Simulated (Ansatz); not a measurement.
This is a relaxation of cell and atoms with the plane-wave code Ansatz on AlIn2N3 in the borrowed CeAl2Cu3 type (No. 65); the level of theory is PBEsol. The start is a rough guess from atomic radii.

```yaml
crystal:
  lattice:
    - [2.52198702, -4.21770243, 0.0]
    - [2.52198702, 4.21770243, 0.0]
    - [0.0, 0.0, 3.94345688]
  atoms:
    - { symbol: Al, position: [0.5, 0.5, 0.0] }
    - { symbol: In, position: [0.0, 0.5, 0.5] }
    - { symbol: In, position: [0.5, 0.0, 0.5] }
    - { symbol: "N", position: [0.16106691, 0.83893309, 0.0] }
    - { symbol: "N", position: [0.83893309, 0.16106691, 0.0] }
    - { symbol: "N", position: [0.0, 0.0, 0.5] }
kpoints:
  mp_grid: { grid: [6, 6, 6] }
hamiltonian:
  xc: pbesol
scf:
  occupations: { method: fermi_dirac, width: 0.03 }
relax:
  f_tol: 0.01
  cell: {}
  max_steps: 120
```

The trajectory has 17 recorded frames, each with fractional positions and then forces in eV/Å along x, y and z. The last, and any step after a large change of cell, is solved on a basis re-selected at its cell; pressure is positive in compression.

Step 1: energy 0.0 meV/atom from step 1, largest force component 0.017 eV/Å, pressure -0.32 GPa; a = 4.914 Å, b = 4.914 Å, c = 3.943 Å, α = 90.00°, β = 90.00°, γ = 118.25°
```
Al 0.5000 0.5000 0.0000     0.000   0.000   0.000
In 0.0000 0.5000 0.5000     0.000   0.000   0.000
In 0.5000 0.0000 0.5000     0.000   0.000   0.000
N  0.1611 0.8389 0.0000     0.000   0.017   0.000
N  0.8389 0.1611 0.0000     0.000  -0.017   0.000
N  0.0000 0.0000 0.5000     0.000   0.000   0.000
```

Step 2: energy -112.0 meV/atom from step 1, largest force component 0.541 eV/Å, pressure -1.27 GPa; a = 4.883 Å, b = 4.883 Å, c = 3.821 Å, α = 90.00°, β = 90.00°, γ = 114.40°
```
Al 0.5000 0.5000 0.0000     0.000   0.000   0.000
In 0.0000 0.5000 0.5000     0.000   0.000   0.000
In 0.5000 0.0000 0.5000     0.000   0.000   0.000
N  0.1609 0.8391 0.0000     0.000  -0.541   0.000
N  0.8391 0.1609 0.0000     0.000   0.541   0.000
N  0.0000 0.0000 0.5000     0.000   0.000   0.000
```

Step 3: energy -233.4 meV/atom from step 1, largest force component 1.331 eV/Å, pressure +3.34 GPa; a = 4.825 Å, b = 4.825 Å, c = 3.629 Å, α = 90.00°, β = 90.00°, γ = 110.24°
```
Al 0.5000 0.5000 0.0000     0.000   0.000   0.000
In 0.0000 0.5000 0.5000     0.000   0.000   0.000
In 0.5000 0.0000 0.5000     0.000   0.000   0.000
N  0.1725 0.8275 0.0000     0.000  -1.331   0.000
N  0.8275 0.1725 0.0000     0.000   1.331   0.000
N  0.0000 0.0000 0.5000     0.000   0.000   0.000
```

Step 4: energy -373.4 meV/atom from step 1, largest force component 2.125 eV/Å, pressure +4.18 GPa; a = 4.826 Å, b = 4.826 Å, c = 3.519 Å, α = 90.00°, β = 90.00°, γ = 106.69°
```
Al 0.5000 0.5000 0.0000     0.000   0.000   0.000
In 0.0000 0.5000 0.5000     0.000   0.000   0.000
In 0.5000 0.0000 0.5000     0.000   0.000   0.000
N  0.1910 0.8090 0.0000     0.000  -2.125   0.000
N  0.8090 0.1910 0.0000     0.000   2.125   0.000
N  0.0000 0.0000 0.5000     0.000   0.000   0.000
```

Step 5: energy -556.8 meV/atom from step 1, largest force component 2.891 eV/Å, pressure +5.75 GPa; a = 4.796 Å, b = 4.796 Å, c = 3.447 Å, α = 90.00°, β = 90.00°, γ = 102.89°
```
Al 0.5000 0.5000 0.0000     0.000   0.000   0.000
In 0.0000 0.5000 0.5000     0.000   0.000   0.000
In 0.5000 0.0000 0.5000     0.000   0.000   0.000
N  0.2140 0.7860 0.0000     0.000  -2.891   0.000
N  0.7860 0.2140 0.0000     0.000   2.891   0.000
N  0.0000 0.0000 0.5000     0.000   0.000   0.000
```

Task: How does the relaxation go on, and where does it end?

Result:
Step 6: energy -736.2 meV/atom from step 1, largest force component 2.577 eV/Å, pressure +7.20 GPa; a = 4.764 Å, b = 4.764 Å, c = 3.440 Å, α = 90.00°, β = 90.00°, γ = 99.77°
```
Al 0.5000 0.5000 0.0000     0.000   0.000   0.000
In 0.0000 0.5000 0.5000     0.000   0.000   0.000
In 0.5000 0.0000 0.5000     0.000   0.000   0.000
N  0.2371 0.7629 0.0000     0.000  -2.577   0.000
N  0.7629 0.2371 0.0000     0.000   2.577   0.000
N  0.0000 0.0000 0.5000     0.000   0.000   0.000
```

Step 7: energy -856.0 meV/atom from step 1, largest force component 0.139 eV/Å, pressure +5.81 GPa; a = 4.773 Å, b = 4.773 Å, c = 3.559 Å, α = 90.00°, β = 90.00°, γ = 99.33°
```
Al 0.5000 0.5000 0.0000     0.000   0.000   0.000
In 0.0000 0.5000 0.5000     0.000   0.000   0.000
In 0.5000 0.0000 0.5000     0.000   0.000   0.000
N  0.2602 0.7398 0.0000     0.000  -0.139   0.000
N  0.7398 0.2602 0.0000     0.000   0.139   0.000
N  0.0000 0.0000 0.5000     0.000   0.000   0.000
```

Step 8: energy -946.8 meV/atom from step 1, largest force component 0.534 eV/Å, pressure +2.80 GPa; a = 4.875 Å, b = 4.875 Å, c = 3.580 Å, α = 90.00°, β = 90.00°, γ = 104.32°
```
Al 0.5000 0.5000 0.0000     0.000   0.000   0.000
In 0.0000 0.5000 0.5000     0.000   0.000   0.000
In 0.5000 0.0000 0.5000     0.000   0.000   0.000
N  0.2720 0.7280 0.0000     0.000  -0.534   0.000
N  0.7280 0.2720 0.0000     0.000   0.534   0.000
N  0.0000 0.0000 0.5000     0.000   0.000   0.000
```

Step 9: energy -1006.0 meV/atom from step 1, largest force component 0.130 eV/Å, pressure +2.13 GPa; a = 5.006 Å, b = 5.006 Å, c = 3.531 Å, α = 90.00°, β = 90.00°, γ = 108.19°
```
Al 0.5000 0.5000 0.0000     0.000   0.000   0.000
In 0.0000 0.5000 0.5000     0.000   0.000   0.000
In 0.5000 0.0000 0.5000     0.000   0.000   0.000
N  0.2867 0.7133 0.0000     0.000   0.130   0.000
N  0.7133 0.2867 0.0000     0.000  -0.130   0.000
N  0.0000 0.0000 0.5000     0.000   0.000   0.000
```

Step 10: energy -1044.5 meV/atom from step 1, largest force component 0.016 eV/Å, pressure +1.47 GPa; a = 5.162 Å, b = 5.162 Å, c = 3.417 Å, α = 90.00°, β = 90.00°, γ = 111.46°
```
Al 0.5000 0.5000 0.0000     0.000   0.000   0.000
In 0.0000 0.5000 0.5000     0.000   0.000   0.000
In 0.5000 0.0000 0.5000     0.000   0.000   0.000
N  0.2961 0.7039 0.0000     0.000   0.016   0.000
N  0.7039 0.2961 0.0000     0.000  -0.016   0.000
N  0.0000 0.0000 0.5000     0.000   0.000   0.000
```

Step 11: energy -1055.7 meV/atom from step 1, largest force component 0.117 eV/Å, pressure +0.75 GPa; a = 5.322 Å, b = 5.322 Å, c = 3.324 Å, α = 90.00°, β = 90.00°, γ = 114.54°
```
Al 0.5000 0.5000 0.0000     0.000   0.000   0.000
In 0.0000 0.5000 0.5000     0.000   0.000   0.000
In 0.5000 0.0000 0.5000     0.000   0.000   0.000
N  0.3048 0.6952 0.0000     0.000   0.117   0.000
N  0.6952 0.3048 0.0000     0.000  -0.117   0.000
N  0.0000 0.0000 0.5000     0.000   0.000   0.000
```

Step 12: energy -1056.3 meV/atom from step 1, largest force component 0.027 eV/Å, pressure -0.14 GPa; a = 5.312 Å, b = 5.312 Å, c = 3.362 Å, α = 90.00°, β = 90.00°, γ = 114.72°
```
Al 0.5000 0.5000 0.0000     0.000   0.000   0.000
In 0.0000 0.5000 0.5000     0.000   0.000   0.000
In 0.5000 0.0000 0.5000     0.000   0.000   0.000
N  0.3040 0.6960 0.0000     0.000  -0.027   0.000
N  0.6960 0.3040 0.0000     0.000   0.027   0.000
N  0.0000 0.0000 0.5000     0.000   0.000   0.000
```

Step 13: energy -1056.4 meV/atom from step 1, largest force component 0.001 eV/Å, pressure -0.01 GPa; a = 5.313 Å, b = 5.313 Å, c = 3.356 Å, α = 90.00°, β = 90.00°, γ = 114.64°
```
Al 0.5000 0.5000 0.0000     0.000   0.000   0.000
In 0.0000 0.5000 0.5000     0.000   0.000   0.000
In 0.5000 0.0000 0.5000     0.000   0.000   0.000
N  0.3041 0.6959 0.0000     0.000   0.001   0.000
N  0.6959 0.3041 0.0000     0.000  -0.001   0.000
N  0.0000 0.0000 0.5000     0.000   0.000   0.000
```

Step 14: energy -1068.4 meV/atom from step 1, largest force component 0.005 eV/Å, pressure +0.93 GPa; a = 5.313 Å, b = 5.313 Å, c = 3.356 Å, α = 90.00°, β = 90.00°, γ = 114.64°
```
Al 0.5000 0.5000 0.0000     0.000   0.000   0.000
In 0.0000 0.5000 0.5000     0.000   0.000   0.000
In 0.5000 0.0000 0.5000     0.000   0.000   0.000
N  0.3041 0.6959 0.0000     0.000   0.005   0.000
N  0.6959 0.3041 0.0000     0.000  -0.005   0.000
N  0.0000 0.0000 0.5000     0.000   0.000   0.000
```

Step 15: energy -1069.0 meV/atom from step 1, largest force component 0.009 eV/Å, pressure +0.05 GPa; a = 5.337 Å, b = 5.337 Å, c = 3.344 Å, α = 90.00°, β = 90.00°, γ = 114.36°
```
Al 0.5000 0.5000 0.0000     0.000   0.000   0.000
In 0.0000 0.5000 0.5000     0.000   0.000   0.000
In 0.5000 0.0000 0.5000     0.000   0.000   0.000
N  0.3044 0.6956 0.0000     0.000   0.009   0.000
N  0.6956 0.3044 0.0000     0.000  -0.009   0.000
N  0.0000 0.0000 0.5000     0.000   0.000   0.000
```

Step 16: energy -1069.0 meV/atom from step 1, largest force component 0.002 eV/Å, pressure 0.00 GPa; a = 5.338 Å, b = 5.338 Å, c = 3.343 Å, α = 90.00°, β = 90.00°, γ = 114.32°
```
Al 0.5000 0.5000 0.0000     0.000   0.000   0.000
In 0.0000 0.5000 0.5000     0.000   0.000   0.000
In 0.5000 0.0000 0.5000     0.000   0.000   0.000
N  0.3043 0.6957 0.0000     0.000  -0.002   0.000
N  0.6957 0.3043 0.0000     0.000   0.002   0.000
N  0.0000 0.0000 0.5000     0.000   0.000   0.000
```

Step 17: energy -1069.3 meV/atom from step 1, largest force component 0.002 eV/Å, pressure 0.00 GPa; a = 5.338 Å, b = 5.338 Å, c = 3.343 Å, α = 90.00°, β = 90.00°, γ = 114.32°
```
Al 0.5000 0.5000 0.0000     0.000   0.000   0.000
In 0.0000 0.5000 0.5000     0.000   0.000   0.000
In 0.5000 0.0000 0.5000     0.000   0.000   0.000
N  0.3043 0.6957 0.0000     0.000  -0.002   0.000
N  0.6957 0.3043 0.0000     0.000   0.002   0.000
N  0.0000 0.0000 0.5000     0.000   0.000   0.000
```

In 15 steps the volume changed by +3.5 %; between the first SCF and the last, each on a basis chosen for its cell, the energy fell by 1069 meV an atom. Final cell: the symmetry is Cmmm (No. 65, orthorhombic); conventional cell a = 5.790 Å, b = 8.970 Å, c = 3.343 Å, 14.47 Å³ an atom. Al is surrounded by 2 N at 1.76 Å; In is surrounded by 6 N at 2.26–2.67 Å and 2 In at 2.89 Å; N is surrounded by 1 Al at 1.76 Å and 4 In at 2.26 Å; N is surrounded by 4 In at 2.67 Å.

Run as `ansatz run input.yaml --threads 2 --pin off --max-ram 2211MiB --backend cpu --events-out ev --progress --plain --runs-dir out`.

Task: It ran on 2 threads of Arm Neoverse V1, on a shared host, load about 0.5 per core. About how long did it take, and what peak of host memory did it reach?

Result: About 65 s, with a peak of 0.43 GiB.

Values at 0 K without nuclear motion; spin polarisation is off, and the phase may be a hypothetical one.

Overlapping bands make a metal at that level, for which these meshes are coarse; small forces, stresses and energy differences are uncertain. A small overlap in a semilocal functional can be an artefact that a hybrid or GW lifts.
